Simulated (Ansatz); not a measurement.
Clean, relaxed (100) surface of Ta, space group Im-3m (No. 229) (top face towards +c; atoms held fixed, by place in the list: 1, 2):

```xyz
5
Lattice="3.2805 0.0000 0.0000 0.0000 3.2805 0.0000 0.0000 0.0000 23.5610" Properties=species:S:1:pos:R:3 pbc="T T T"
Ta    1.6403    1.6403    8.5000
Ta    0.0000    0.0000   10.1403
Ta    1.6403    1.6403   11.7872
Ta    0.0000    0.0000   13.4537
Ta    1.6403    1.6403   14.8640
```

Method: DFT PBEsol, scalar-relativistic, plane waves, PAW in Ansatz 0.2.0. Cutoff 420 eV; k points 9×9×1 on the computed 5-atom cell (Γ-centred); Gaussian smearing, width 0.10 eV; no spin polarisation. The cell repeats along c with a dipole correction in the vacuum.

Si (atom) is put at the bridge (Ta-Ta) at (0.00, 0.50) site, one adsorbate per 10.8 Å², and relaxed. E_ads counts from the clean slab and the free adsorbate (spin-polarised where it has unpaired electrons); negative means bound. Heights count from the highest slab atom after relaxation. Bonded neighbours lie within 1.25 times the sum of covalent radii (1.35 for H) and, on that scale, within 12 % of the closest. With the adsorbate the cell is lengthened along c to keep the vacuum.

Q: How strongly does it bind, and where does its anchoring atom end?

A: -4.61 eV; at (0.00, 0.50), 2 bonded neighbours (Ta).

Q: How high does its anchoring atom sit over the highest slab atom, and what is the shortest contact with the surface?

A: 1.95 Å; Si–Ta 2.55 Å.

Q: The clean face has a work function of 3.83 eV. How does the adsorbate change it?

A: By +0.92 eV.

Each end is the local minimum or symmetric point that its start leads to. The slab is only 6.6 Å thick, so the energies aren't converged with thickness.

The adsorbed runs have no spin polarisation, so weakly bound open-shell ends lie too high.